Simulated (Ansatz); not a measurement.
Level of theory: DFT PBE, scalar-relativistic, plane waves, PAW in Ansatz. Settings: cutoff 420 eV, Γ-centred meshes spaced at most about 0.3 Å⁻¹, and about 0.25 Å⁻¹ or finer for metals (2π included), Gaussian smearing. No spin polarisation in the final relaxations.

These are static total energies at zero pressure.

Two relaxed structures of Li2TaO2:

A.

```
Li Ta O
1.0
     3.91929    0.00000    0.00000
    -1.95964    3.39420    0.00000
     0.00000    0.00000    3.66050
Li Ta O
2 1 2
Direct
  0.33333 0.66667 0.50000
  0.66667 0.33333 0.50000
  0.00000 0.00000 0.00000
  0.33333 0.66667 0.00000
  0.66667 0.33333 0.00000
```

B.

```
Li Ta O
1.0
     2.90969    0.00000    0.00000
     0.00000    2.90969    0.00000
     0.00000    0.00000    5.10471
Li Ta O
2 1 2
Direct
  0.00000 0.50000 0.50000
  0.50000 0.00000 0.50000
  0.00000 0.00000 0.00000
  0.50000 0.50000 0.23022
  0.50000 0.50000 0.76978
```

**Question.** Which would you expect to be lower, and how large is the difference?

**Answer.** A is lower, by 14 meV/atom. A has space group P6/mmm (No. 191), 9.7 Å³/atom and no gap on its mesh; B has space group P4/mmm (No. 123), 8.6 Å³/atom and no gap. Counting O atoms around Li and Ta (those within 1.25 times the shortest such distance or 1.15 times the sum of covalent radii), A has Li 2, Ta 6 and B has Li 4, Ta 8. The lower one is the more open, so pressure narrows the difference. In A, Li has 2 O at 1.83 Å, 3 Li at 2.26 Å, 6 O at 2.91 Å and 6 Ta at 2.91 Å; Ta has 6 O at 2.26 Å and 12 Li at 2.91 Å; O is surrounded by 2 Li at 1.83 Å, 3 O at 2.26 Å and 3 Ta at 2.26 Å. In B, around Li lie 4 O at 2.00 Å, 4 Li at 2.06 Å, 4 Li at 2.91 Å and 4 Ta at 2.94 Å; Ta is surrounded by 8 O at 2.37 Å, 4 Ta at 2.91 Å and 8 Li at 2.94 Å; O is surrounded by 4 Li at 2.00 Å, 1 O at 2.35 Å and 4 Ta at 2.37 Å. Both come from invented guesses. A third cell relaxed alike, in P-3m1, lies 0.51 eV/atom below the lower of the two.

The k mesh leaves some 4 meV/atom of noise in the energy of each metallic cell. Spin–orbit coupling, which can matter for Ta, is left out. In P6/mmm, P4/mmm an odd number of electrons in the primitive cell allows no gap without spin; a larger cell or a magnetic state could open one. Cells relaxed within their symmetry can be saddle points.
